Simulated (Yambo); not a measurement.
Yambo run on Ba2SrWO6 (space group C2/m, No. 12). The wavefunctions are PBEsol (pw.x of Quantum ESPRESSO, ONCV potentials, scalar-relativistic) ones on a 2×2×2 mesh (40 occupied bands); a = b = 6.1155 Å, c = 6.2143 Å, α = β = 119.69°, γ = 60.09°.

Yambo input:

```
rim_cut
HF_and_locXC
RandQpts= 1000000
RandGvec= 1 Ry
EXXRLvcs= 84 Ry
VXCRLvcs= 336 Ry
% QPkrange
 1 | 1 | 40 | 41 |
 2 | 2 | 40 | 41 |
 3 | 3 | 40 | 41 |
 4 | 4 | 40 | 41 |
 5 | 5 | 40 | 41 |
 6 | 6 | 40 | 41 |
%
```

k points by index: 1 = Γ, 2 = (0, 0, -0.5), 3 = (0, -0.5, 0), 4 = (0, -0.5, -0.5), 5 = (-0.5, -0.5, 0), 6 = (-0.5, -0.5, -0.5).

The o-*.hf file then holds:

```
#    K-point    Band    Eo [eV]    Ehf [eV]    Vxc [eV]    Vnlxc [eV]
#
    1    40    -0.246304    -5.257432    -18.92392    -23.93505
    1    41    3.052803    8.223032    -15.91823    -10.74800
    2    40    0.000000    -4.997249    -19.12654    -24.12379
    2    41    3.336670    8.765572    -16.53431    -11.10541
    3    40    -0.188005    -5.175196    -18.77177    -23.75896
    3    41    3.407855    8.907987    -16.98839    -11.48826
    4    40    -0.083467    -5.078354    -19.00900    -24.00389
    4    41    2.807697    8.216347    -15.36480    -9.956154
    5    40    -0.126076    -5.106725    -19.12031    -24.10096
    5    41    2.731982    8.135000    -15.02229    -9.619276
    6    40    -0.137934    -5.124136    -18.96350    -23.94970
    6    41    3.294944    8.771666    -16.70167    -11.22495
```
Exchange alone, without screening.

Spin-orbit coupling is not included.

Geometry of the Materials Project entry, not relaxed at this level.

The structure is a Materials Project entry; no match was found in the copy of COD used, and its stability was not checked.
